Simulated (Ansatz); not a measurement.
Ca₂RuO₄:
Space group Cmce (No. 64); a = 12.4291 Å, b = 5.2295 Å, c = 5.2312 Å, α = 90.00°, β = 90.00°, γ = 90.00°

```json
[
 {"atom": "Ca", "site": "8d", "symmetry": "2..", "x": "0.3464", "y": "0.0000", "z": "0.0000"},
 {"atom": "Ru", "site": "4a", "symmetry": "2/m..", "x": "0.0000", "y": "0.0000", "z": "0.0000"},
 {"atom": "O", "site": "8d", "symmetry": "2..", "x": "0.1659", "y": "0.0000", "z": "0.0000"},
 {"atom": "O", "site": "8f", "symmetry": "m..", "x": "0.0000", "y": "0.1842", "z": "0.3157"}
]
```
(The calculation used a cell of 14 atoms; values per cell refer to that cell.)
The run is spin-polarised.

Relaxed at zero pressure with plane-wave PAW PBEsol (Ansatz code).

Question: The volume is lowered by 9 % and shape and atoms relax at that volume. What pressure results, and how do the axes share the change?

Answer: 18.4 GPa; a -2.3 %, b -3.5 %, c -3.5 %; the energy rises by 58 meV/atom.

Question: Give the new structure.

Answer: 
Space group Cmce (No. 64); a = 12.1407 Å, b = 5.0480 Å, c = 5.0487 Å, α = β = γ = 90.00°

| atom | site | symmetry | x | y | z |
|---|---|---|---|---|---|
| Ca | 8d | 2.. | 0.3448 | 0.0000 | 0.0000 |
| Ru | 4a | 2/m.. | 0.0000 | 0.0000 | 0.0000 |
| O | 8d | 2.. | 0.1669 | 0.0000 | 0.0000 |
| O | 8f | m.. | 0.5000 | 0.1758 | 0.1758 |

The phase is kept; no other phase was compared at this pressure.

The first step of the workflow began from a Materials Project structure, measured or hypothetical; the Crystallography Open Database copy checked does not list it. COD files the formula under space group No. 61, so this cell is another polymorph or a model. Its standing as an ambient phase is unchecked. The PBEsol relaxation kept the symmetry of its start; whether a distortion lowers the energy is not shown. Spin order of the final state: ferromagnetic, chosen from 2 collinear starts compared on coarse meshes (ties went to the first, and starts can fall back to one state), not a proven ground state. No Hubbard U is applied.

Potentials: the later of the program's two PAW sets.
